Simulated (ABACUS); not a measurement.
Worked example: self-consistent single point of SiC (P6_3mc, 4 atoms in the cell; from Materials Project mp-7140, changed as shown) in ABACUS.

Level of theory: PBE, PseudoDojo 0.5 standard norm-conserving PBE (tails mended) pseudopotentials (plane waves; ABACUS).

The change in words: lattice scaled by 0.985; ecutwfc: 82 Ry → 49.2 Ry. Reference geometry (P6_3mc):
```
SiC
1.0
    3.04708     0.00000     0.00000
   -1.52354     2.63885     0.00000
    0.00000     0.00000     5.00186
Si C
2 2
Cartesian
  0.00000   1.75923   2.49893
  1.52354   0.87961   4.99986
  0.00000   1.75923   4.37863
  1.52354   0.87961   1.87770
```

Reference input (self-consistent single point, DFT, PBE, plane waves, PseudoDojo 0.5 standard norm-conserving PBE (tails mended) pseudopotentials): KPT = Gamma 8 8 5 0.5 0.5 0.5; basis_type = pw; ecutwfc = 82 Ry; smearing_method = gaussian; smearing_sigma = 0.00367493 Ry; potentials = PseudoDojo 0.5 standard norm-conserving PBE (tails mended); symmetry = 1; ks_solver = dav_subspace; scf_nmax = 100; scf_thr = 1.0e-09 Ry; mixing_type = broyden. This run's input differs from it in these lines:

```diff
@@ -5,3 +5,3 @@
 pseudo_dir           ./
-ecutwfc              82.0
+ecutwfc              49.2
 symmetry             1
@@ -22,8 +22,8 @@
 LATTICE_CONSTANT
-5.758143
+5.671771
 
 LATTICE_VECTORS
-   0.9999999827    0.0000000000    0.0000000000
-  -0.4999999913    0.8660254035    0.0000000000
-   0.0000000000    0.0000000000    1.6415270346
+   1.0000000138    0.0000000000    0.0000000000
+  -0.5000000069    0.8660252830    0.0000000000
+   0.0000000000    0.0000000000    1.6415269643
```

Output (repeated stretches shortened):

```
 SELF-CONSISTENT
 -------------------------------------------
                                 init_chg = atomic

 PW ALGORITHM --------------- ION=   1  ELEC=   1--------------------------------

 Density error is 0.897522128805
                          Error Threshold = 0.01
 E_KohnSham     -40.7313493226       -554.1784380157
 E_Fermi        0.7265042406         9.8845972934

 PW ALGORITHM --------------- ION=   1  ELEC=   2--------------------------------

 Density error is 0.294298444325
                          Error Threshold = 0.00560951330503
 E_KohnSham     -40.9752098387       -557.4963305521
   [... lines left out ...]

 Density error is 1.49131960394e-08
                          Error Threshold = 1.11964966521e-10
 E_KohnSham     -41.0329038515       -558.2812978665
 E_Fermi        0.8022146228         10.9146898884

 PW ALGORITHM --------------- ION=   1  ELEC=   8--------------------------------

 Density error is 2.10423882457e-11
                          Error Threshold = 9.32074752465e-11
 E_KohnSham     -41.0329038540       -558.2812979002
 E_KS(sigma->0) -41.0329038540       -558.2812979002
 E_entropy(-TS) -0.0000000000        -0.0000000000
 E_Fermi        0.8022192228         10.9147524751
 charge density convergence is achieved
 final etot is -558.2812979 eV
 EFERMI = 10.914752475 eV

 STATE ENERGY(eV) AND OCCUPATIONS    NSPIN == 1
   [... 15 lines left out ...]

 TOTAL-FORCE (eV/Angstrom)
                       Si1        -0.0006359728         0.0003671790         0.0200709754
                       Si2         0.0006359728        -0.0003671790         0.0200709754
                        C1        -0.0012499802         0.0007216763        -0.0200709754
                        C2         0.0012499802        -0.0007216763        -0.0200709754

 TOTAL-STRESS (KBAR)
       163.6478556206         0.1132223485         0.0000000000
         0.1132223485       163.7786437120         0.0000000000
         0.0000000000         0.0000000000       157.2855349958
 TOTAL-PRESSURE: 161.570678 KBAR

 --------------------------------------------
 !FINAL_ETOT_IS -558.2812979002183056 eV
 --------------------------------------------
```

The run converged in 8 iterations. Against the reference run the free energy rises by 145 meV/atom, the pressure goes from 10.08 to 16.16 GPa and the largest force goes from 0.010 to 0.020 eV/Å.

This run is one point of a test of settings, so its values need not be converged; read them against the reference run alone. The structure comes from a collection of computed structures, made at another level of theory; the collection holds predicted forms beside known ones. Its lattice was then scaled.

At a cut-down plane-wave cutoff the stress holds a Pulay term: a spurious tension from the incomplete basis, which lowers the pressure; energies, forces and gaps of such rows are unconverged too.

“Tails mended”: in these copies of the files the far tail of each local potential was reset to the Coulomb form.
